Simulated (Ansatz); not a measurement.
# Ni$_{5}$Ge$_{3}$: computed property card

Ni5Ge3:
```yaml
crystal:
  lattice:
    - [5.36421, 3.33833, 0.00000]
    - [-5.36421, 3.33833, 0.00000]
    - [-3.24453, 0.00000, 5.41350]
  atoms:
    - { symbol: Ni, position: [0.81647, 0.67096, 0.64524] }
    - { symbol: Ni, position: [0.18353, 0.32904, 0.35476] }
    - { symbol: Ni, position: [0.67096, 0.81647, 0.85476] }
    - { symbol: Ni, position: [0.32904, 0.18353, 0.14524] }
    - { symbol: Ni, position: [0.50000, 0.00000, 0.00000] }
    - { symbol: Ni, position: [0.00000, 0.50000, 0.50000] }
    - { symbol: Ni, position: [0.08753, 0.73944, 0.08577] }
    - { symbol: Ni, position: [0.91247, 0.26056, 0.91423] }
    - { symbol: Ni, position: [0.73944, 0.08753, 0.41423] }
    - { symbol: Ni, position: [0.26056, 0.91247, 0.58577] }
    - { symbol: Ge, position: [0.89681, 0.89681, 0.25000] }
    - { symbol: Ge, position: [0.10319, 0.10319, 0.75000] }
    - { symbol: Ge, position: [0.28285, 0.58473, 0.95115] }
    - { symbol: Ge, position: [0.71715, 0.41527, 0.04885] }
    - { symbol: Ge, position: [0.58473, 0.28285, 0.54885] }
    - { symbol: Ge, position: [0.41527, 0.71715, 0.45115] }
```

Space group C2/c (No. 15); conventional cell a = 10.728 Å, b = 6.677 Å, c = 6.311 Å, α = γ = 90.00°, β = 120.94°.

Method: r²SCAN (plane waves, PAW; program Ansatz). Structure relaxed to zero pressure with the same functional. Other levels are named where they apply.

Cell and energy:

```json
{
  "volume_per_atom": "12.12 Å³",
  "density": "8.76 g/cm³",
  "Formation energy from the elements (no fitted shifts)": "-0.27 eV/atom"
}
```

Electronic structure:

```json
{
 "electronic_character": "metallic (no gap)",
 "Density of states at the Fermi level": "0.56 states/eV per atom (mean over ±0.08 eV)"
}
```

The first step of the workflow began from a Materials Project structure, measured or hypothetical; the Crystallography Open Database copy checked does not list it. Whether it is the stable phase at ambient conditions was not checked. The cell was relaxed with r²SCAN under the symmetry of its start; whether a distortion lowers the energy is not shown. The run is not spin-polarised. The references are the lowest solids computed at this level, not always the standard phases. Spin–orbit coupling is left out wherever it is not named.

Potentials: the earlier of the program's two PAW sets.
